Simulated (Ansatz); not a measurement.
Relaxed-ion elastic tensor of GaN in space group P6_3mc (No. 186; Pearson symbol hP12) in GPa (Voigt order), r²SCAN (plane waves, PAW; program Ansatz); density 6.11 g/cm³, 11.37 Å³ per atom.

```
 361   139  90.7   0.0   0.0   0.0
 139   361  90.7   0.0   0.0   0.0
90.7  90.7   409   0.0   0.0   0.0
 0.0   0.0   0.0  97.7   0.0   0.0
 0.0   0.0   0.0   0.0  97.7   0.0
 0.0   0.0   0.0   0.0   0.0   111
```

Question: Is the crystal mechanically stable?

Answer: Yes: the smallest eigenvalue of C is 97.7 GPa.

Question: Work out the Voigt, Reuss and Hill averages.

Answer: K_V = 197, K_R = 197, K_H = 197; G_V = 115, G_R = 112, G_H = 113 GPa.

Question: Give Young's modulus, Poisson's ratio, Pugh's ratio and the universal anisotropy index.

Answer: E = 9KG/(3K + G) = 285 GPa; ν = 0.26; K/G = 1.73 (near the Pugh limit of 1.75, no verdict); A_U = 5G_V/G_R + K_V/K_R − 6 = 0.16.

Question: Estimate the sound speeds and the Debye temperature.

Answer: v_l = √((K + 4G/3)/ρ) = 7540 m/s, v_t = √(G/ρ) = 4310 m/s, mean 4790 m/s; Θ = (h/k)(3n/4πV)^(1/3) v_m = 634 K.

Question: How much does each axis shrink under pressure?

Answer: Linear compressibilities β_i = Σ_j S_ij (j = 1 to 3): x 1.7, y 1.7, z 1.7 per TPa.

A made-up cell: these elements were put on the sites of a structure type. Its sites differ from those of the usual phase in this space group: another stacking or structure type. Symmetry was held in the r²SCAN relaxation; its stability against distortions is not shown here.

Potentials: the later of the program's two PAW sets.
